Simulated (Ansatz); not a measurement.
## Se, first-principles data

Se:
```xyz
6
Lattice="5.3506 3.0892 1.5244 -5.3506 3.0892 1.5244 0.0000 -6.1783 1.5244" Properties=species:S:1:pos:R:3 pbc="T T T"
Se     0.7236     4.1653     2.4724
Se    -0.7236    -4.1653     2.1007
Se    -3.9690    -1.4560     2.4724
Se     3.9690     1.4560     2.1007
Se     3.2454    -2.7093     2.4724
Se    -3.2454     2.7093     2.1007
```

Space group R-3 (No. 148); conventional cell a = b = 10.701 Å, c = 4.573 Å, α = β = 90.00°, γ = 120.00°.

Method: plane-wave PAW PBEsol (Ansatz code). Structure relaxed to zero pressure with the same functional. Other levels are named where they apply.

**Cell and energy**

Volume per atom: 25.20 Å³
Density: 5.20 g/cm³

**Electronic structure**

* **Band gap**: 0.86 eV (indirect)
* **Valence-band maximum**: off the standard path, at k = (0.013, 0.060, 0.344)
* **Conduction-band minimum**: off the standard path, at k = (0.151, 0.245, -0.227)
* **Smallest direct gap on the standard path**: 1.06 eV

**Mechanics**

Bulk modulus (Birch–Murnaghan fit): 130 kbar
Pressure derivative B′: 10.9
Elastic constants (relaxed ions, GPa): C11 = 57.4, C12 = 3.1, C13 = 10.7, C14 = 3.1, C33 = 12.9, C44 = 12.7, C15 = -6.9
Mechanical stability: stable (all eigenvalues of C positive)
Hill bulk and shear moduli: 16.2 and 13.8 GPa
Young's modulus: 32.2 GPa
Poisson's ratio: 0.17
Debye temperature from the elastic constants: 182 K

The workflow started from a Materials Project entry (that database holds measured and hypothetical structures alike); the Crystallography Open Database files this formula in space group No. 148, but the cells were not matched. It is not the phase usual at ambient conditions (space group No. 152). The cell was relaxed with PBEsol under the symmetry of its start; whether a distortion lowers the energy is not shown. A crystal of weakly bound molecules computed without a dispersion correction: the cell and the soft elastic constants depend strongly on that. Scalar-relativistic: spin–orbit coupling is off unless named, which matters more the heavier the elements.

Potentials: the later of the program's two PAW sets.
